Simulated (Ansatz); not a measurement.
Is this TiSi₄Mo structure stable?

The cell was found from a structure generator's guess, not taken from experiment.

Computed with DFT PBE, scalar-relativistic, plane waves, PAW in Ansatz. Plane waves to 420 eV, a 10×10×10 mesh through Γ for the 6-atom cell and 0.10 eV Gaussian smearing; no spin polarisation.

```yaml
crystal:
  lattice:
    - [0.00000, 4.14331, 4.28104]
    - [2.34523, 0.00000, 4.28104]
    - [2.34523, 4.14331, 0.00000]
  atoms:
    - { symbol: Ti, position: [0.75000, 0.75000, 0.75000] }
    - { symbol: Si, position: [0.84047, 0.15953, 0.84047] }
    - { symbol: Si, position: [0.15953, 0.84047, 0.15953] }
    - { symbol: Si, position: [0.09715, 0.40285, 0.09715] }
    - { symbol: Si, position: [0.40285, 0.09715, 0.40285] }
    - { symbol: Mo, position: [0.50000, 0.50000, 0.50000] }
```

Formation energies are uncorrected and refer to the elements' standard structures at the same level.

Question: These tests were run: energy against the elements; random kick, then relaxation without symmetry; phonons on a 2×2×2 q mesh; elastic tensor. What do they show?

Answer:

```
                                         test                         result
                  energy against the elements                  −0.51 eV/atom
random kick, then relaxation without symmetry                        returns
                    phonons on a 2×2×2 q mesh  no imaginary mode on the mesh
                               elastic tensor       least eigenvalue 104 GPa
```

It fails none of these tests. Whether a mixture of other phases lies lower isn't tested here.

The kick test ran on a coarse mesh. The run for the phonons used a 10×10×10 k mesh and Fermi–Dirac smearing of 0.15 eV. The run for the elastic tensor used a 10×10×10 k mesh and Fermi–Dirac smearing of 0.15 eV.
